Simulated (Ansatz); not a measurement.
Relaxed-ion elastic tensor of GaNi₃C (anti-perovskite, Pm-3m) in GPa (Voigt order), PBEsol in the plane-wave PAW code Ansatz; density 8.23 g/cm³, 10.41 Å³ per atom.

```
 398   134   134   0.0   0.0   0.0
 134   398   134   0.0   0.0   0.0
 134   134   398   0.0   0.0   0.0
 0.0   0.0   0.0  46.2   0.0   0.0
 0.0   0.0   0.0   0.0  46.2   0.0
 0.0   0.0   0.0   0.0   0.0  46.2
```

### Question
Is the crystal mechanically stable?

### Answer
Yes: the smallest eigenvalue of C is 46.2 GPa.

### Question
Work out the Voigt, Reuss and Hill averages.

### Answer
K_V = 222, K_R = 222, K_H = 222; G_V = 80.5, G_R = 62.4, G_H = 71.4 GPa.

### Question
Give Young's modulus, Poisson's ratio, Pugh's ratio and the universal anisotropy index.

### Answer
E = 9KG/(3K + G) = 194 GPa; ν = 0.35; K/G = 3.10 (ductile by the Pugh limit of 1.75); A_U = 5G_V/G_R + K_V/K_R − 6 = 1.45.

### Question
Estimate the sound speeds and the Debye temperature.

### Answer
v_l = √((K + 4G/3)/ρ) = 6210 m/s, v_t = √(G/ρ) = 2950 m/s, mean 3320 m/s; Θ = (h/k)(3n/4πV)^(1/3) v_m = 452 K.

### Question
Give the Zener ratio and Young's modulus along [100], [110] and [111].

### Answer
A = 2C44/(C11 − C12) = 0.35; 1/E = S11 − 2(S11 − S12 − S44/2)Γ with Γ = 0, 1/4, 1/3 gives 330, 153, 130 GPa.

### Question
Solve the Christoffel equation for the three sound speeds along [100], [110], [111].

### Answer
Eigenvalues of C_ijkl n_j n_l equal ρv². In km/s, slowest first: [100] 2.37, 2.37, 6.95; [110] 2.37, 4.00, 6.16; [111] 3.54, 3.54, 5.87.

A made-up cell: these elements were put on the sites of a structure type; the Crystallography Open Database copy checked does not list it. Its standing as an ambient phase is unchecked. The cell was relaxed with PBEsol under the symmetry of its start; its stability against distortions is not shown here. The workflow began spin-polarised and lost its moments. As this level gives no gap, shear constants depend on the k-mesh and smearing (Fermi–Dirac, 0.1 eV here).

Potentials: the earlier of the program's two PAW sets. The files were generated under PBE; for other functionals the program regenerates the frozen cores, and for LDA and PBEsol the local potential too.
